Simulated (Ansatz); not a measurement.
Input:

In$_{2}$Pt:
```cif
data_In4Pt2
_chemical_formula_sum 'In4 Pt2'
_space_group_name_H-M_alt 'P 1'
_space_group_IT_number 1
_cell_length_a 5.74433
_cell_length_b 5.74433
_cell_length_c 5.74433
_cell_angle_alpha 60.000
_cell_angle_beta 60.000
_cell_angle_gamma 60.000
loop_
_space_group_symop_operation_xyz
  'x, y, z'
loop_
_atom_site_label
_atom_site_type_symbol
_atom_site_fract_x
_atom_site_fract_y
_atom_site_fract_z
_atom_site_occupancy
In1 In 0.62500 0.62500 0.62500 1
In2 In 0.12500 0.62500 0.62500 1
In3 In 0.62500 0.12500 0.62500 1
In4 In 0.62500 0.62500 0.12500 1
Pt1 Pt 0.25000 0.25000 0.25000 1
Pt2 Pt 0.00000 0.00000 0.00000 1
```

This is the PBE-relaxed structure.

### Question
All from plane-wave PAW PBE (Ansatz code), unless another level is named. Predict the density of states at the Fermi level.

### Answer
0.57 states/eV per atom (mean over ±0.08 eV).

### Question
Give the formation energy from the elements (no fitted shifts).

### Answer
49 kJ/mol of atoms.

Space group Fd-3m (cubic Laves (MgCu2 type)). A made-up cell: these elements were put on the sites of a structure type; neither database checked (COD, Materials Project) lists it. COD files the formula under space group No. 225. Its standing as an ambient phase is unchecked. Symmetry was held in the PBE relaxation; its stability against distortions is not shown here. No spin polarisation was allowed. The references are the lowest solids computed at this level, not always the standard phases. Spin–orbit coupling is left out wherever it is not named.

Potentials: the earlier of the program's two PAW sets.
